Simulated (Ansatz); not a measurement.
**Collinear states of CoW₃**

The calculation used DFT PBE, scalar-relativistic, plane waves, PAW (Ansatz 0.2.0).

```xyz
4
Lattice="0.0000 3.1064 3.1064 3.1064 0.0000 3.1064 3.1064 3.1064 0.0000" Properties=species:S:1:pos:R:3 pbc="T T T"
W     1.5532    1.5532    1.5532
W     4.6596    4.6596    4.6596
W     3.1064    3.1064    3.1064
Co    0.0000    0.0000    0.0000
```

```
plane-wave cutoff                               : 420 eV
Γ-centred k-mesh                                : 12×12×12
occupation rule                                 : Gaussian smearing, 0.1 eV
list of starting moments (μB, in atom order)    : 0 0 0 2
check for lower electronic states after the SCF : off
```

Each order was relaxed in cell and atoms. A propagation vector, in units of the reciprocal vectors, doubles the cell, which takes an equally dense mesh. Site moments are spin moments in atom-centred spheres that scale with the neighbour distance. The states are those that the runs reached from these starts; a lower one can exist.

**Question.** Order the starts by the energy of the state that they reach, lowest first.
A. ferromagnetic
B. no spin
C. antiferromagnetic, doubled cell, propagation vector (0, 0, 1/2)

**Answer.** A (0.00 meV/atom), C (0.91 meV/atom), B (29.3 meV/atom).

| start | ends | energy above lowest (meV/atom) | site moments (μB) | gap on mesh (eV) | volume (Å³/atom) |
| --- | --- | --- | --- | --- | --- |
| no spin | non-magnetic | 29.3 | none over 0.05 | metal | 14.88 |
| ferromagnetic | ferromagnetic | 0.00 | W +0.14 (×2), Co +1.29 | metal | 14.99 |
| antiferromagnetic, doubled cell, propagation vector (0, 0, 1/2) | antiferromagnetic | 0.91 | W +0.11 (×2), W -0.11 (×2), Co +1.35, Co -1.35 | metal | 15.00 |

Cost: 3 runs of about 4 core-minutes in all, on Intel Xeon 6975P-C (Granite Rapids) (shared hosts).